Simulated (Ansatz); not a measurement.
**What moves the field gradients of Si3N4?**

Cell of run 1: a structure deposited in the COD, atoms as given.

```cif
data_Si3N4
_symmetry_space_group_name_H-M 'P6_3/m'
_symmetry_Int_Tables_number 176
_cell_length_a 7.6170
_cell_length_b 7.6170
_cell_length_c 2.9134
_cell_angle_alpha 90.000
_cell_angle_beta 90.000
_cell_angle_gamma 120.000
loop_
_atom_site_label
_atom_site_type_symbol
_atom_site_symmetry_multiplicity
_atom_site_Wyckoff_symbol
_atom_site_fract_x
_atom_site_fract_y
_atom_site_fract_z
Si Si 6 h 0.1784 0.7749 0.2500
N7 N 2 c 0.3333 0.6667 0.2500
N9 N 6 h 0.3359 0.0328 0.2500
```

One atom of each set is listed.

Relaxed positions (PBE, cell held):

Si (0.1740, 0.7679, 0.2500)
N7 (0.3333, 0.6667, 0.2500)
N9 (0.3298, 0.0300, 0.2500)

All runs are DFT with Ansatz 0.2.0 (plane waves and PAW, scalar-relativistic unless spin–orbit coupling is named, Γ-centred meshes, Fermi–Dirac smearing where given) in this cell.

Run 1: PBE, atoms as given; 420 eV, 4×4×9 k-points, smearing 0.02 eV.
Run 2: PBE, atoms relaxed; 420 eV, 4×4×9 k-points, smearing 0.02 eV.
Run 3: r2SCAN, at the relaxed atoms; 500 eV, 4×4×9 k-points, smearing 0.02 eV.
Run 4: LDA, at the relaxed atoms; 420 eV, 4×4×9 k-points, smearing 0.02 eV.
Run 5: PBEsol, at the relaxed atoms; 420 eV, 4×4×9 k-points, smearing 0.02 eV.

```
run   Si V_zz (η)   N7 V_zz (η)   N9 V_zz (η)
  1  -0.73 (0.21)  -5.17 (0.00)  -4.88 (0.10)
  2   0.98 (0.42)  -4.94 (0.00)  -5.00 (0.08)
  3   0.98 (0.40)  -5.01 (0.00)  -4.98 (0.08)
  4   0.97 (0.43)  -4.75 (0.00)  -4.81 (0.08)
  5             ?             ?             ?
```

V_zz in 10²¹ V/m².

Task: Estimate the row of run 5.

Result: Si: 0.97 (0.42); N7: -4.72 (0.00); N9: -4.80 (0.08). It lies nearest to run 4, from whose tensors on these sites it differs by 0.02 at most (largest principal value of the difference, on N7). Taken one at a time, the positions of the atoms (as given or relaxed) move the tensors on these sites by up to 1.06 (largest principal value of the change, on Si), the functional (between the two that differ most) by 0.29 (N7). On some sites the largest principal value moves to another axis from run to run, and the sign of V_zz can flip with it.

In run 1 the atoms aren't at the calculated equilibrium (largest force 1.2 eV/Å).
